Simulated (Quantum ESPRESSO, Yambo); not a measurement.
**G0W0 results for CsCaF3**

```
CsCaF3
1.0
    4.52053     0.00000     0.00000
    0.00000     4.52053     0.00000
    0.00000     0.00000     4.52053
F Ca Cs
3 1 1
Direct
  0.00000   0.50000   0.50000
  0.50000   0.00000   0.50000
  0.50000   0.50000   0.00000
  0.50000   0.50000   0.50000
  0.00000   0.00000   0.00000
```

The geometry is that of Materials Project entry mp-7104, symmetrised and not relaxed again.

Starting point: PBEsol (pw.x of Quantum ESPRESSO, ONCV potentials, with spin-orbit coupling). G0W0 in Yambo: 2×2×2 Γ-centred k mesh, 272 bands and a 7 Ry block in the screening, 272 bands in G with the Bruneval-Gonze terminator, plasmon pole fitted at 27.2 eV.

```json
{
  "PBEsol gap along the band path": "6.97 eV",
  "PBEsol gap between the mesh's edge points (Γ → Γ)": "6.97 eV",
  "G0W0 gap between the same points": "10.25 eV"
}
```

```tsv
k point	band	E PBEsol (eV)	E QP (eV)	shift (eV)	Z
Γ	VB−2	0.00	-2.17	-2.17	0.81
Γ	VB−1	0.00	-2.17	-2.17	0.81
Γ	VB	0.00	-2.17	-2.17	0.81
Γ	CB	6.97	8.08	1.11	0.88
Γ	CB+1	6.97	8.08	1.11	0.88
X	VB	-0.26	-2.47	-2.21	0.81
X	CB	8.62	9.88	1.26	0.88
M	VB	-0.04	-2.25	-2.21	0.80
M	CB	8.68	10.19	1.51	0.88
R	VB	-0.02	-2.21	-2.20	0.80
R	CB	8.84	10.12	1.29	0.88
```

Energies count from the PBEsol valence-band maximum.

Nearest settings tried, and what they do to the gap: 176 bands in G: +12 meV; 132 bands in W: +183 meV; 3 Ry block (81 vectors against 203): +128 meV. Not varied: mesh. So the settings aren't converged at that level. The k mesh is coarse.

The cell is held in this high symmetry; tilts and polar distortions were not searched.

The structure is a Materials Project entry; no match was found in the copy of COD used, and its stability was not checked.
